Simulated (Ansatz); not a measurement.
BaTiO3:
```yaml
crystal:
  lattice:
    - [3.98518, 0.00000, 0.00000]
    - [0.00000, 3.98518, 0.00000]
    - [0.00000, 0.00000, 4.20253]
  atoms:
    - { symbol: Ba, position: [0.00000, 0.00000, 0.99770] }
    - { symbol: Ti, position: [0.50000, 0.50000, 0.48044] }
    - { symbol: O, position: [0.50000, 0.50000, 0.04930] }
    - { symbol: O, position: [0.00000, 0.50000, 0.52878] }
    - { symbol: O, position: [0.50000, 0.00000, 0.52878] }
```

Cartesian axes are those of the cell as given.

Give the high-frequency dielectric tensor and the Born effective charge tensors of the independent atoms from DFPT, PBE (plane waves, PAW; program Ansatz).


ε∞:
```
6.14  0.00  0.00
0.00  6.14  0.00
0.00  0.00  5.15
```
Z* of atom 1 (Ba), rows: field, columns: displacement, in e:
```
2.72  0.00  0.00
0.00  2.72  0.00
0.00  0.00  2.92
```
Z* of atom 2 (Ti), rows: field, columns: displacement, in e:
```
6.82  0.00  0.00
0.00  6.82  0.00
0.00  0.00  4.87
```
Z* of atom 3 (O), rows: field, columns: displacement, in e:
```
-1.92   0.00   0.00
 0.00  -1.92   0.00
 0.00   0.00  -4.05
```
Z* of atom 4 (O), rows: field, columns: displacement, in e:
```
-5.52   0.00   0.00
 0.00  -2.10   0.00
 0.00   0.00  -1.87
```

Static charges for comparison (Bader): Ba1 +1.54, Ti2 +2.19, O3 -1.21, O4 -1.26 e. Born charges measure polarisation by displacement and can exceed these by far.

Space group P4mm. The cell was relaxed with PBE under the symmetry of its start. At this level the phase is dynamically unstable (imaginary phonons). No spin polarisation was allowed. Scalar-relativistic: spin–orbit coupling is off unless named, which matters more the heavier the elements.

Potentials: the later of the program's two PAW sets.
